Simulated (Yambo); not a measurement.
Convergence of the G0W0 gap of HfS₂ monolayer

G0W0@LDA for a free-standing HfS2 monolayer (symmetry P-3m1, slab cell 15.9 Å high) in Yambo. Reference settings: 9×9×1 Γ-centred k mesh, bands 2 to 97 and a 6 Ry block in the screening, 97 bands in G with the Bruneval-Gonze terminator, plasmon pole fitted at 27.2 eV, slab-truncated Coulomb interaction, stochastic integration of W near q = 0. The LDA gap Γ → (0, 0.444) on this mesh is 1.05 eV; G0W0 gaps are taken between the same points.

```tsv
change from the reference	G0W0 gap Γ → (0, 0.444) (eV)	shift of the valence edge (eV)	rough Yambo cost
reference settings	2.71	-0.70	1
37 bands in W, 37 bands in G	2.77	-0.41	about 1/2
74 bands in W, 74 bands in G	2.73	-0.64	within a factor of two
exchange cut at 10 Ry	2.88	-0.64	–
24 bands in W, 24 bands in G, 3 Ry block	2.79	-0.14	about 1/5
37 bands in W, 37 bands in G, 3 Ry block	2.73	-0.31	about 1/3
53 bands in W, 53 bands in G, 4 Ry block	2.71	-0.48	about 1/2
53 bands in W, 53 bands in G, 5 Ry block	2.73	-0.52	within a factor of two
4 Ry block	2.64	-0.59	within a factor of two
5 Ry block	2.67	-0.65	within a factor of two
37 bands in W, 37 bands in G, 3 Ry block, no terminator	2.77	-0.06	about 1/3
53 bands in W, 53 bands in G, 3 Ry block, no terminator	2.75	-0.24	about 1/2
53 bands in W, 53 bands in G, no terminator	2.80	-0.26	within a factor of two
3 Ry block, no terminator	2.65	-0.41	within a factor of two
no terminator	2.74	-0.51	within a factor of two
```

The reference isn't shown to be the converged limit. Costs are rough (shared machines), scaled to the same edge states, and given only for runs that recompute the screening.

Without spin-orbit coupling, band edges of such heavy elements can be off by tenths of an eV.

Geometry relaxed with LDA; primitive cell a = 3.5625 Å, b = 3.5625 Å, c = 15.9000 Å, α = 90.00°, β = 90.00°, γ = 120.00°.

A shift is the quasiparticle energy of the state minus its LDA energy.
